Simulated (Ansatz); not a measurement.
The calculation used DFT PBE, scalar-relativistic, plane waves, PAW (Ansatz 0.2.0). Settings: cutoff 420 eV, Γ-centred meshes spaced at most about 0.3 Å⁻¹, and about 0.25 Å⁻¹ or finer for metals (2π included), Gaussian smearing. No spin polarisation in the final relaxations.

All energies are static (0 K, no zero-point motion).

Two forms of LiS3 were relaxed alike.

A.

```cif
data_structure
_symmetry_space_group_name_H-M 'P6/mmm'
_symmetry_Int_Tables_number 191
_cell_length_a 4.5692
_cell_length_b 4.5692
_cell_length_c 4.6357
_cell_angle_alpha 90.000
_cell_angle_beta 90.000
_cell_angle_gamma 120.000
_cell_volume 83.82
loop_
_atom_site_label
_atom_site_type_symbol
_atom_site_symmetry_multiplicity
_atom_site_Wyckoff_symbol
_atom_site_fract_x
_atom_site_fract_y
_atom_site_fract_z
_atom_site_occupancy
Li1 Li 1 a 0.00000 0.00000 0.00000 1
S1 S 2 d 0.33333 0.66667 0.50000 1
S2 S 1 b 0.00000 0.00000 0.50000 1
```

B.

```cif
data_structure
_symmetry_space_group_name_H-M 'Pm-3n'
_symmetry_Int_Tables_number 223
_cell_length_a 5.0201
_cell_length_b 5.0201
_cell_length_c 5.0201
_cell_angle_alpha 90.000
_cell_angle_beta 90.000
_cell_angle_gamma 90.000
_cell_volume 126.51
loop_
_atom_site_label
_atom_site_type_symbol
_atom_site_symmetry_multiplicity
_atom_site_Wyckoff_symbol
_atom_site_fract_x
_atom_site_fract_y
_atom_site_fract_z
_atom_site_occupancy
Li1 Li 2 a 0.00000 0.00000 0.00000 1
S1 S 6 c 0.25000 0.00000 0.50000 1
```

Question: Which form is favoured at zero pressure, and by what margin per atom?

Answer: A is lower, by 113 meV/atom. A has space group P6/mmm (No. 191), 21.0 Å³/atom and no gap on its mesh; B has space group Pm-3n (No. 223), 15.8 Å³/atom and no gap. Counting S atoms around Li (those within 1.25 times the shortest such distance or 1.15 times the sum of covalent radii; the shortest distance is added where it is long for a bond), A has Li 2 and B has Li 12 from 2.8 Å. The lower one is the more open, so pressure narrows the difference. Even the lower one lies +0.18 eV/atom against the reference forms of the elements (uncorrected), so neither is stable at this level. In A, Li is surrounded by 2 S at 2.32 Å; S on a site of symmetry -6m2 is surrounded by 6 S at 2.64 Å; S on a site of symmetry 6/mmm has 2 Li at 2.32 Å and 6 S at 2.64 Å. In B, Li has 12 S at 2.81 Å; S is surrounded by 2 S at 2.51 Å, 4 Li at 2.81 Å and 8 S at 3.07 Å. Both come from invented guesses. A third cell relaxed alike, in Im-3m, lies 0.40 eV/atom below the lower of the two.

In P6/mmm an odd number of electrons in the primitive cell allows no gap without spin; a larger cell or a magnetic state could open one. A magnetic state wasn't ruled out in cells without spin, among them P6/mmm, Pm-3n. Cells relaxed within their symmetry can be saddle points.
